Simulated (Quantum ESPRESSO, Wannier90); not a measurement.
# Wannier functions of GeSe (rock salt)

```yaml
crystal:
  lattice:
    - [0.00000, 2.80845, 2.80845]
    - [2.80845, 0.00000, 2.80845]
    - [2.80845, 2.80845, 0.00000]
  atoms:
    - { symbol: Ge, position: [0.00000, 0.00000, 0.00000] }
    - { symbol: Se, position: [0.50000, 0.50000, 0.50000] }
```

Materials Project entry mp-10759; symmetrised, unrelaxed at this level. Not found in the COD (Crystallography Open Database) copy used, which has the formula in other groups; not checked further. Level: PBEsol, no spin polarisation, no spin-orbit coupling; pw.x of Quantum ESPRESSO at 69 Ry with PseudoDojo potentials, 10×10×10 k-points, Wannier90. Density: 10×10×10 mesh, cold smearing 0.01 Ry. Spin-orbit coupling, left out, would split the p-like bands by a few tenths of an eV. The gap is small at this level and was sampled on the meshes and a path alone.

Base run: 8 functions from bands 11-25 of the 25 computed, start hydrogen-like Ge: s;p; Se: s;p, frozen window up to 1.65 eV relative to the valence-band maximum, outer window open. One setting was then changed (edges relative to the valence-band maximum; misfit to pw.x on a path, for states up to 1.1 eV relative to the valence-band maximum).

```csv
run,Ω_I (Å²),rms misfit (meV),worst (meV)
base,9.73,1.9,16
changed,9.06,49,318
```

**Question.** Which change was made?
(A) frozen window to 1.15 eV
(B) frozen window to 0.65 eV
(C) outer window to 8.04 eV
(D) no frozen window
(E) frozen window to -0.35 eV

**Answer.** E, frozen window to -0.35 eV. The others give:

```json
[
 {"run": "frozen window to 0.65 eV", "Ω_I (Å²)": "9.24", "rms misfit (meV)": "22", "worst (meV)": "189"},
 {"run": "frozen window to 1.15 eV", "Ω_I (Å²)": "9.48", "rms misfit (meV)": "4.6", "worst (meV)": "53"},
 {"run": "no frozen window", "Ω_I (Å²)": "7.90", "rms misfit (meV)": "298", "worst (meV)": "1102"},
 {"run": "outer window to 8.04 eV", "Ω_I (Å²)": "11.46", "rms misfit (meV)": "0.6", "worst (meV)": "4.5"}
]
```
